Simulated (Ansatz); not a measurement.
A single-point calculation of Ge in the diamond structure with the PAW code Ansatz, at the level r2SCAN. The cell was relaxed with r2SCAN and then strained (isotropic +1.0 % on every length), with the atoms relaxed again with r2SCAN; k points keep the names of the unstrained zone.

```yaml
crystal:
  lattice:
    - [0.0, 2.8652422472, 2.8652422472]
    - [2.8652422472, 0.0, 2.8652422472]
    - [2.8652422472, 2.8652422472, 0.0]
  atoms:
    - { symbol: Ge, position: [0.0, 0.0, 0.0] }
    - { symbol: Ge, position: [0.25, 0.25, 0.25] }
kpoints:
  mp_grid: { grid: [8, 8, 8] }
  band_path:
    path:
      - [0.0, 0.0, 0.0]
      - [0.5, 0.0, 0.5]
      - [0.625, 0.25, 0.625]
      - [0.375, 0.375, 0.75]
      - [0.5, 0.5, 0.5]
      - [0.5, 0.25, 0.75]
    npoints: 1
hamiltonian:
  xc: r2scan
scf:
  occupations: { method: fermi_dirac, width: 0.02 }
  n_extra_bands: 4
output:
  forces: true
  stress: true
  eigenvalues: true
```

Some lines of the output have been replaced by numbered gaps.
```
Functional definition: r2SCAN
Crystal: 2 atoms, lattice volume = 47.045 Å³
Basis set: ecut = 500 eV, 1243 PW (Γ)
Bands: 18, of which v1, the nominal top of the filled ones, is band 14 counted from 1 (13 counted from 0)
Symmetry: 48 space group operations
Space group: Fd-3m (ITA 227)
k-points: 29 of 512
SCF 1 converged in 6 iterations: F = -8605.796277 eV  dr2 = 2.89e-10
Free energy (F): -8605.796277 eV
Internal energy: -8605.796172 eV  (E = F + TS)
E sigma→0 (E₀):  -8605.796224 eV
Entropy (-TS):   -0.000105 eV (-0.052 meV/atom)
[1]
--- Stress (GPa, compression-positive) ---
[2]
--- Band table (eV; the first three rows and the last of 29) ---
[3]
```

The rows of the band table are 0: (0, 0, 0) = Γ, 1: (0, 0, 1/8), 2: (0, 0, 1/4), 28: (1/4, -1/2, -1/4) = W.

Problem. Fill in the blanks. They hold the stress, the Fermi energy and the band table.

Solution.
```
[1]
Fermi energy:    7.929288 eV
[2]
       -1.974722       0.000000       0.000000
        0.000000      -1.974722       0.000000
        0.000000       0.000000      -1.974722
  P = ⅓ Tr σ = -1.9747 GPa (-19.747 kbar)
[3]
  k-point 0: bands = […, -17.2356, -17.2356, -5.1246, 7.8792, 7.8792, 7.8792, 7.9538, 10.5883, 10.5883, 10.5883]
  k-point 1: bands = […, -17.2270, -17.2270, -4.9319, 5.4986, 7.5453, 7.5453, 9.0211, 11.0395, 11.0395, 11.5441]
  k-point 2: bands = […, -17.2179, -17.2179, -4.3737, 3.1011, 6.9916, 6.9916, 8.6957, 11.6974, 11.6974, 13.7518]
  k-point 28: bands = […, -17.1869, -17.1869, -1.0935, -1.0935, 4.0092, 4.0092, 12.4182, 12.4182, 12.9125, 12.9125]
```
Only the leading digits can be foreseen; the rest is this run's record.

Command: `ansatz run input.yaml --threads 2 --pin off --max-ram 29491MiB --backend cpu --events-out ev --progress --plain --runs-dir out`.

Problem. It took 1.8 s on 2 threads of AMD EPYC 7R13 Processor (Zen 3), with other jobs on the host, load about 0.8 per core. What peak of host memory did it reach?

Solution. About 0.56 GiB.

Calculated for a static, non-magnetic cell.

The runs are scalar-relativistic, without spin-orbit coupling.
